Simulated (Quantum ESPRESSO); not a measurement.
Mg2GaFS3, a curve over strain

A calculation, not a measurement. The program is pw.x of Quantum ESPRESSO 7.5 (plane-wave density functional theory). The cell is made up: 7 atoms on a zincblende/diamond lattice with one site empty, with randomly drawn elements, strain and displacements, not relaxed. PseudoDojo standard norm-conserving files (v0.5 for PBE, v0.4.1 for LDA and PBEsol) set the functional; there is no spin polarisation, spin-orbit coupling or dispersion term, and the masses in the input are unused placeholders.

Seven runs add a strain to one cell (shear xy, as the tensor component); the atoms follow the cell and are not relaxed. Stress in the table is positive in tension.

Input of the run at +0.0039:

```
&control calculation='scf', pseudo_dir='./dojo.nc.sr.pbe.v0_5.standard.upf', outdir='./o', disk_io='low', tprnfor=.true., tstress=.true. /
&system ibrav=0, nat=7, ntyp=4, nbnd=35, ecutwfc=84.00895049, nosym=.true., tot_charge=0,
 occupations='smearing', smearing='fd', degauss=0.0018374661
/
&electrons conv_thr=7.350e-09, electron_maxstep=60, /
ATOMIC_SPECIES
F 1.0 F.upf
Ga 1.0 Ga.upf
Mg 1.0 Mg.upf
S 1.0 S.upf
CELL_PARAMETERS angstrom
5.2362 0.0432 0.0504
0.0435 5.3041 -0.0504
0.0502 -0.0502 5.3111
ATOMIC_POSITIONS angstrom
Mg 0.1142 2.6668 2.6167
Mg 2.5704 -0.0026 2.6149
Ga 2.6881 2.6435 -0.0176
F 1.2975 1.4092 1.4172
S 1.3731 3.8768 3.94
S 3.9232 1.2935 4.0646
S 4.0441 4.0646 1.265
K_POINTS automatic
4 4 4 1 1 1
```

| added strain | free energy less that of the input shown (eV) | stress xx (GPa) | stress yy (GPa) | stress zz (GPa) | stress xy (GPa) | pressure (GPa) | next band up at Gamma (eV) | iterations |
| --- | --- | --- | --- | --- | --- | --- | --- | --- |
| -0.0118 | 0.0355 | -3.86 | -4.06 | -2.56 | -2.12 | 3.49 | 1.424 | 10 |
| -0.0062 | 0.0165 | -3.87 | -4.05 | -2.51 | -1.47 | 3.48 | 1.397 | 10 |
| +0.0039 | 0.0000 | -3.94 | -4.10 | -2.48 | -0.30 | 3.51 | 1.338 | 10 |
| +0.0093 | 0.0003 | -4.01 | -4.15 | -2.49 | 0.32 | 3.55 | 1.302 | 10 |
| +0.0135 | 0.0049 | -4.07 | -4.20 | -2.50 | 0.81 | 3.59 | 1.273 | 10 |
| +0.0215 | 0.0246 | -4.23 | -4.34 | -2.57 | 1.75 | 3.71 | 1.212 | 10 |
| +0.0249 | 0.0377 | -4.31 | -4.42 | -2.61 | 2.15 | 3.78 | 1.185 | 10 |

A cubic fit gives a slope of stress xy against the added strain of 116 GPa at zero added strain, with the atoms clamped. Across the table the free energy follows the integral of the stress to within 0.4 meV. A rerun of one of the cells at 1437 eV and a 6 x 6 x 6 mesh moved values by no more than 0.003 eV in energy, 0.02 GPa in stress and 0.007 eV/Å in force. The band column is the level of band 30 at Gamma less that of band 29, whose number is half the electron count, rounded up; it comes from a band step after each run.